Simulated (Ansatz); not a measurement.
AlP (zinc blende)

```yaml
crystal:
  lattice:
    - [0.00000, 2.75367, 2.75367]
    - [2.75367, 0.00000, 2.75367]
    - [2.75367, 2.75367, 0.00000]
  atoms:
    - { symbol: P, position: [0.25000, 0.25000, 0.25000] }
    - { symbol: Al, position: [0.00000, 0.00000, 0.00000] }
```

The slice is a {100} plane (indices of the conventional cell) through the point (0.250, 0.250, 0.250) (fractional), spanned by u = [100] and v = [0 1 -1] in vectors of this cell: u (3.89 Å) and v (3.89 Å, at 90° to u). It covers one period; positions are fractions (u, v).

The numbers are results of PBE (plane waves to 420 eV, PAW, scalar-relativistic; Ansatz, a quantum-chemistry and plane-wave program), not measurements. k mesh 10×10×10. Near the nuclei the fields are pseudised (PAW); where an atom keeps semicore shells as valence, they peak there. AlP was relaxed with its symmetry unable to fall. The PAW data are Ansatz's earlier set.

Three fields on this plane, each scaled to ten steps between its own extremes (0 low, 9 high; the total valence density on a logarithmic scale, the potential cut 8 eV below its top; x marks points blanked near nuclei; v = 0 in the bottom row):

Map A
```
|xxxxxxx98765556789xxxxxx|
|xxxxxx9876655566789xxxxx|
|xxxxxx9876554556789xxxxx|
|xxxxx987655444556789xxxx|
|xxxx98876544344567889xxx|
|xx998876543333345678899x|
|998877654322222345677889|
|887766543221112234566778|
|776655432211011223455667|
|666554322100000122345566|
|555544321100000112344555|
|555443321000000012334455|
|555544321100000112344555|
|666554322100000122345566|
|776655432211011223455667|
|887766543221112234566778|
|998877654322222345677889|
|xx998876543333345678899x|
|xxxx98876544344567889xxx|
|xxxxx987655444556789xxxx|
|xxxxxx9876554556789xxxxx|
|xxxxxx9876655566789xxxxx|
|xxxxxxx98765556789xxxxxx|
|xxxxxxx98765556789xxxxxx|
```

Map B
```
|xxxxxxx30012221003xxxxxx|
|xxxxxx9310233320139xxxxx|
|xxxxxx7211344431127xxxxx|
|xxxxx942224555422249xxxx|
|xxxx95322356665322359xxx|
|xx974322346676643223479x|
|333222234567776543222233|
|001122345677777654322110|
|000123456677777665432100|
|012345667778887776654321|
|123456677788888777665432|
|223456777788888777765432|
|123456677788888777665432|
|012345667778887776654321|
|000123456677777665432100|
|001122345677777654322110|
|333222234567776543222233|
|xx974322346676643223479x|
|xxxx95322356665322359xxx|
|xxxxx942224555422249xxxx|
|xxxxxx7211344431127xxxxx|
|xxxxxx9310233320139xxxxx|
|xxxxxxx30012221003xxxxxx|
|xxxxxxx30001210003xxxxxx|
```

Map C
```
|xxxxxxx36676667663xxxxxx|
|xxxxxx0467777777640xxxxx|
|xxxxxx2577777777752xxxxx|
|xxxxx046788888887640xxxx|
|xxxx04678888888887640xxx|
|xx024678999989999876420x|
|334567899999999999876543|
|566778999999999999987766|
|667788999999999999988776|
|677788999999999999988777|
|667788999999999999988776|
|667788899999999999888776|
|667788999999999999988776|
|677788999999999999988777|
|667788999999999999988776|
|566778999999999999987766|
|334567899999999999876543|
|xx024678999989999876420x|
|xxxx04678888888887640xxx|
|xxxxx046788888887640xxxx|
|xxxxxx2577777777752xxxxx|
|xxxxxx0467777777640xxxxx|
|xxxxxxx36676667663xxxxxx|
|xxxxxxx35666666653xxxxxx|
```

Question: Assign the maps to these fields: density of the lowest conduction band (whole band as if filled, smooth part); valence electron density; electrostatic potential energy of an electron, from the cell's mean.

Answer: A is the valence electron density; B is the density of the lowest conduction band (whole band as if filled, smooth part); C is the electrostatic potential energy of an electron, from the cell's mean.
